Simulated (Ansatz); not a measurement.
## FeNi$_{3}$ (Pm-3m) as a metal

```
Fe Ni
1.0
     3.48806    0.00000    0.00000
     0.00000    3.48806    0.00000
     0.00000    0.00000    3.48806
Fe Ni
1 3
Direct
  0.00000 0.00000 0.00000
  0.00000 0.50000 0.50000
  0.50000 0.00000 0.50000
  0.50000 0.50000 0.00000
```

Starting moments along z (μB): Fe1 +2.8, Ni2 +0.7, Ni3 +0.7, Ni4 +0.7.

Unless marked otherwise, the numbers come from PBEsol, all-electron LAPW in Ansatz 0.2.0, scalar-relativistic, spin-polarised. k mesh 10×10×10, fine mesh 12×12×12, Fermi-Dirac smearing of 0.050 eV, basis error target 1 meV/atom. The cell was relaxed by PAW under this functional, which moved its volume by -5 % from the database entry's.

Levels and slopes are solved on a 12×12×12 mesh, and each state is taken as quadratic over its cell.

The cell carries a moment of 4.72 μB.

Q: What is the density of states at the Fermi level, and which bare Sommerfeld coefficient follows?

A: N(E_F) = 0.837 states/eV/atom (both spins), so γ = (π²/3) k_B² N(E_F) = 1.97 mJ/(mol-atom K²) without electron-phonon or spin-fluctuation enhancement.

Q: What Drude plasma energy and σ/τ do the band velocities give?

A: (ħω_p,α)² = (e²/ε₀VN_k) Σ_nkσ (∂E/∂k_α)² δ(E − E_F) gives ħω_p = (5.80, 5.80, 5.80) eV along x, y, z, and σ/τ = ε₀ω_p² = 6.89×10²⁰ Ω⁻¹m⁻¹s⁻¹ along x. Weighted by the density of states, the mean Fermi speed is 0.278×10⁶ m/s; the surface has an area of 17.9 Å⁻² (mean of the two spins).

Q: Which bands cross the Fermi level, and what do they carry?

A: 

```csv
band,spin,filled part,N (states/eV/cell),speed (10⁶ m/s),5th to 95th percentile,area (Å⁻²),filling
1,up,0.95,0.137,0.576,0.49 to 0.65,3.03,nearly full
2,up,0.43,0.442,0.902,0.51 to 1.34,15.3,partly filled
3,up,0.00,0.0117,0.659,0.54 to 0.80,0.297,nearly empty
4,up,0.00,0.00924,0.63,0.55 to 0.77,0.224,nearly empty
1,down,1.00,0.0391,0.222,0.03 to 0.50,0.334,nearly full
2,down,0.99,0.0261,0.496,0.43 to 0.65,0.497,nearly full
3,down,0.99,0.0489,0.29,0.15 to 0.53,0.547,nearly full
4,down,0.96,0.0456,0.751,0.67 to 0.84,1.32,nearly full
5,down,0.65,2.4,0.139,0.05 to 0.21,12.8,partly filled
6,down,0.02,0.191,0.196,0.07 to 0.27,1.44,nearly empty
```

Q: Map the plane k₃ = 1/2 of the mesh for up spins: how many bands lie under the Fermi level at each point, counted from the least on the plane?

A: k₁ runs to the right and k₂ upwards, each from −½ to ½ with 0 in the middle (the axes needn't be at right angles):
```
422200000222
022222222222
022222222222
002222222220
002222222220
002222222220
002222222220
002222222220
022222222222
022222222222
422200000222
440000000004
```

Q: On PAW files the program sums the optical response inside the mesh cells, interband lines and its own Drude term. Where does ε₁ rise through zero (a sharp plasmon if ε₂ is small there), and how much light is reflected?

A: 

| Quantity | Value |
| --- | --- |
| Fine mesh | 12, 12, 12 |
| Window top | 25 eV |
| Line width | 0.25 eV |
| Drude damping | 0.1 eV |
| ε₁ rises through zero at x | 0.99, 10.24, 11.29 eV |
| ε₂ there x | 56.03, 2.22, 1.99 |
| Plasma energy (x, y, z) | 5.979, 5.979, 5.979 eV |
| Reflectivity at 1 eV, x-polarised | 0.6871 |
| Reflectivity at 2 eV, x-polarised | 0.6929 |
| Reflectivity at 3 eV, x-polarised | 0.6681 |

The plasma energy here is the program's own sum at the run's smearing; it differs from the value above by up to 3 %, through mesh and smearing.

Q: What does PAW give for the same cell?

A: N(E_F) = 0.839 states/eV/atom and ħω_p,x = 5.81 eV.

Known limits: a lower magnetic state may exist; these sums move with the mesh, by several per cent and more for small sheets; frozen-core PAW files fitted under PBE, their cores solved anew for the functional of the run.
